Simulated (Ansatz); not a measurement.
Ansatz input file:

```yaml
crystal:
  lattice:
    - [3.6652416641, -2.1159887792, 0.0013759966]
    - [3.6652416641, 2.1159887792, 0.0013759966]
    - [-0.001491912, 0.0, 5.1956469137]
  atoms:
    - { symbol: Te, position: [0.6664931837, 0.6664931837, 0.2868423409] }
    - { symbol: Te, position: [0.3335068163, 0.3335068163, 0.7131576591] }
    - { symbol: Au, position: [0.0, 0.0, 0.0] }
basis:
  ecutwfc: 420
kpoints:
  mp_grid: { grid: [12, 12, 8] }
hamiltonian:
  xc: pbesol
scf:
  occupations: { method: gaussian, width: 0.1 }
output:
  forces: true
  stress: true
  eigenvalues: true
  write_density: true
  write_potential: true
  elf: true
  volumetric_format: npy
relax:
  adjacent_minimum: "off"
  f_tol: 0.01
  max_steps: 30
  cell: { stress_tol: 0.1, fix: [volume] }
```

Launched with
```bash
ansatz run input.yaml --threads 1 --pin off --max-ram 2560MiB --backend cpu --events-out ev --progress --plain --runs-dir out
```

The calculation used Ansatz 0.2.0, DFT PBEsol, scalar-relativistic, plane waves, PAW.

Abridged output (final results; tables in files aren't shown):

```
SCF 4 converged in 5 iterations: F = -26810.362306 eV  dr2 = 3.40e-11
SCF converged after 5 iterations
Free energy (F): -26810.362306 eV
Harris-Foulkes:  -26810.362306 eV  (|F-HF|=6.18e-11)
Internal energy: -26810.353316 eV  (E = F + TS)
E sigma→0 (E₀):  -26810.357811 eV
Entropy (-TS):   -0.008990 eV (-2.997 meV/atom)
Fermi energy:    11.803982 eV
--- Per-component energies (eV) ---
  E_band       = -815.417243
  E_kinetic    = 964.078836
  E_local      = -4734.602867  (includes V_loc(G=0)·N_el)
  E_nonlocal   = -539.769674
  E_hartree    = 2550.141932
  E_xc         = -472.905925
  E_vxc        = -482.383559  (∫ρ·V_xc dr)
  E_paw        = -18734.266487  (= ΣΔE_a)
  E_vpaw       = -1123.024729  (= ΣTr[D̂ρ^β])
  E_aug_tail   = 0.000976  (compensation charges beyond the density's cutoff)
  E_ewald      = -5844.089218
  E_core_change = 1.059109  (= ΣΔE_core)
  E_smearing   = -0.008990  (= −TS)
--- Forces (eV/Å), atoms counted from 1 ---
  atom   1  Te    -0.00173950     0.00000000     0.00113776
  atom   2  Te     0.00173950     0.00000000    -0.00113776
  atom   3  Au     0.00000000     0.00000000     0.00000000
--- Stress (GPa, compression-positive) ---
       -3.956290       0.000000      -0.002680
        0.000000      -3.963702       0.000000
       -0.002680       0.000000      -3.931240
  P = ⅓ Tr σ = -3.9504 GPa (-39.504 kbar)
--- Band table (eV; the first three rows and the last of 320) ---
  k-point 0: bands = ["-94.1812", "-45.5794", "-45.5782", "-45.5224", "-25.3740", "-25.3735", "-25.3704", "-25.3616", "-25.3543", "-25.3540", "-25.3447", "-25.3445", "-25.3402", "-25.3399", "-1.3977", "1.7135", "5.6565", "6.2640", "6.2656", "7.4036", "7.4039", "8.2875", "11.4117", "11.4237", "11.5948", "11.6062", "12.9086", "14.4917", "14.9356", "17.6613", "17.6751"]
  k-point 1: bands = ["-94.1812", "-45.5794", "-45.5782", "-45.5224", "-25.3737", "-25.3731", "-25.3704", "-25.3616", "-25.3549", "-25.3546", "-25.3444", "-25.3442", "-25.3402", "-25.3399", "-1.3248", "1.4850", "5.9086", "6.2760", "6.2777", "7.3994", "7.3997", "8.3380", "11.0670", "11.0674", "12.0052", "12.0054", "12.5173", "14.4771", "15.3527", "17.5010", "17.5127"]
  k-point 2: bands = ["-94.1812", "-45.5794", "-45.5782", "-45.5225", "-25.3729", "-25.3723", "-25.3704", "-25.3615", "-25.3564", "-25.3560", "-25.3438", "-25.3436", "-25.3402", "-25.3399", "-1.1092", "0.9553", "6.3052", "6.3075", "6.4619", "7.3901", "7.3904", "8.5256", "10.7219", "10.7248", "11.6505", "12.4984", "12.5004", "14.8009", "15.9327", "17.1278", "17.1345"]
  k-point 319: bands = ["-94.1812", "-45.5796", "-45.5791", "-45.5224", "-25.3716", "-25.3704", "-25.3658", "-25.3618", "-25.3552", "-25.3533", "-25.3473", "-25.3455", "-25.3433", "-25.3383", "0.2150", "0.8234", "5.3650", "6.3976", "6.5011", "7.2204", "7.5732", "7.6187", "7.8256", "10.1511", "11.0648", "11.1961", "12.1305", "15.5291", "16.4480", "18.3519", "20.0656"]
--- Relaxed structure (3 steps of the walk, 3 accepted, 1 SCFs on fresh bases) ---
  F+E_penalty+E_count = -26810.36230581 eV   max|allowed force component| = 1.739e-3 eV/Å   (the final SCF, on the basis selected at the relaxed cell)
  cell:  # Å, volume = 80.5908 Å³
    - [3.65995021, -2.11285623, 0.00159526]
    - [3.65995021, 2.11285623, 0.00159526]
    - [-0.00118465, 0.0, 5.21087293]
  atoms:
    - { symbol: Te, position: [0.66642774, 0.66642774, 0.28425882] }
    - { symbol: Te, position: [0.33357225, 0.33357225, 0.71574117] }
    - { symbol: Au, position: [0.0, 0.0, 0.0] }
```

The relaxation met its thresholds.

The run took 3.2 min on 1 thread of Arm Neoverse V1, with other jobs on the host, peak memory 0.81 GiB.

Spin–orbit coupling is left out, which can shift energies with elements as heavy as these.